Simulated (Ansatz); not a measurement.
Cell and atoms are relaxed with the symmetry kept. Start:

```
CELL_PARAMETERS angstrom
0.00000 3.77750 3.77750
3.77750 0.00000 3.77750
3.77750 3.77750 0.00000
ATOMIC_POSITIONS crystal
Hf 0.50000 0.50000 0.50000
Hf 0.75000 0.75000 0.75000
Mo 0.12500 0.12500 0.12500
Mo 0.62500 0.12500 0.12500
Mo 0.12500 0.12500 0.62500
Mo 0.12500 0.62500 0.12500
```

These are results of DFT r2SCAN, scalar-relativistic, plane waves, PAW in Ansatz, not measurements.

Plane waves to 500 eV, a k mesh through Γ of 8×8×8 on the computed 6-atom cell and Gaussian smearing (0.10 eV); no spin polarisation.

**Question.** What does it relax to?

**Answer.** The volume decreases by 0.07 Å³/atom to 17.90 Å³/atom, and the energy falls by 0.2 meV/atom. Final structure:
```
Hf Mo
1.0
     0.00000    3.77272    3.77272
     3.77272    0.00000    3.77272
     3.77272    3.77272    0.00000
Hf Mo
2 4
Cartesian
  3.7727 3.7727 3.7727
  5.6591 5.6591 5.6591
  0.9432 0.9432 0.9432
  0.9432 2.8295 2.8295
  2.8295 2.8295 0.9432
  2.8295 0.9432 2.8295
```

Spin–orbit coupling is left out, which can shift energies with elements as heavy as these.